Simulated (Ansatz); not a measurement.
The start is a generated trial cell of CuI in the zincblende structure type. The structure is fully relaxed (lattice and positions, P = 0) with PBEsol (plane waves to 420 eV, PAW, scalar-relativistic; Ansatz, a program for electronic structure). The first steps use a coarse 7×7×7 k-mesh.

Initial structure:
```yaml
crystal:
  lattice:
    - [0.00000, 3.11802, 3.11802]
    - [3.11802, 0.00000, 3.11802]
    - [3.11802, 3.11802, 0.00000]
  atoms:
    - { symbol: I, position: [0.75000, 0.75000, 0.75000] }
    - { symbol: Cu, position: [0.00000, 0.00000, 0.00000] }
```

Problem. How large is the pressure on the unrelaxed cell, and of which sign?

Solution. -4.9 GPa (negative: the cell is under tension).

Problem. How does the volume change?

Solution. -13.6 %, from 30.31 to 26.19 Å³/atom.

Problem. How do the shortest distances between atoms change?

Solution. The closest pairs of elements (up to four, under 3.6 Å), start → end: Cu–I 2.70 → 2.57 Å.

Problem. Write out the relaxed structure.

Solution. 
Space group F-43m (No. 216); a = b = c = 5.9390 Å, α = β = γ = 90.00°

| atom | site | symmetry | x | y | z |
|---|---|---|---|---|---|
| I | 4c | -43m | 0.2500 | 0.2500 | 0.2500 |
| Cu | 4a | -43m | 0.0000 | 0.0000 | 0.0000 |
(The calculation used a cell of 2 atoms; values per cell refer to that cell.)

The space group stays F-43m (No. 216) (the run could not lower it); the end is zinc blende type, with 2 atoms in the primitive cell. Final values are on a 10×10×10 k-mesh of the relaxed cell. No spin polarisation in the result.

The run could not lose the symmetry of its start; a randomly shaken copy of 2 atoms returns to this structure.

All atoms sit on sites fixed by symmetry, so only the cell could relax.
